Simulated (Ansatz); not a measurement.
BaB₂Rh₂:
Space group I4/mmm (No. 139); a = b = 3.9094 Å, c = 11.4411 Å, α = β = γ = 90.00°

```
atom  site  symmetry       x       y       z
----  ----  --------  ------  ------  ------
Rh      4d      -4m2  0.0000  0.5000  0.2500
Ba      2a     4/mmm  0.0000  0.0000  0.0000
B       4e       4mm  0.0000  0.0000  0.3170
```
(The calculation used a cell of 5 atoms; values per cell refer to that cell.)

Relaxed with r²SCAN.

Task: Tabulate the valence density and the electron localisation function along the shortest Rh–Rh contact (2.76 Å), r²SCAN (plane waves, PAW; program Ansatz).

Result: 

| distance from Rh (Å) | density (e/Å³) | ELF |
|---|---|---|
| 0.28 | 11.73 | 0.77 |
| 0.41 | 8.66 | 0.75 |
| 0.55 | 5.67 | 0.68 |
| 0.69 | 3.23 | 0.54 |
| 0.83 | 1.56 | 0.36 |
| 0.97 | 0.77 | 0.23 |
| 1.11 | 0.51 | 0.21 |
| 1.24 | 0.40 | 0.27 |
| 1.38 | 0.38 | 0.32 |
| 1.52 | 0.40 | 0.27 |
| 1.66 | 0.51 | 0.21 |
| 1.80 | 0.77 | 0.23 |
| 1.94 | 1.56 | 0.36 |
| 2.07 | 3.23 | 0.54 |
| 2.21 | 5.67 | 0.68 |
| 2.35 | 8.66 | 0.75 |
| 2.49 | 11.73 | 0.77 |

The density is the valence pseudo-density with augmentation charge, so density and ELF within about 1 Å of a nucleus are not all-electron values.

The workflow started from an entry of the Crystallography Open Database (COD). Whether it is the stable phase at ambient conditions was not checked. Symmetry was held in the r²SCAN relaxation; whether a distortion lowers the energy is not shown. No spin polarisation was allowed. Scalar-relativistic: spin–orbit coupling is off unless named, which matters more the heavier the elements.

Potentials: the later of the program's two PAW sets.
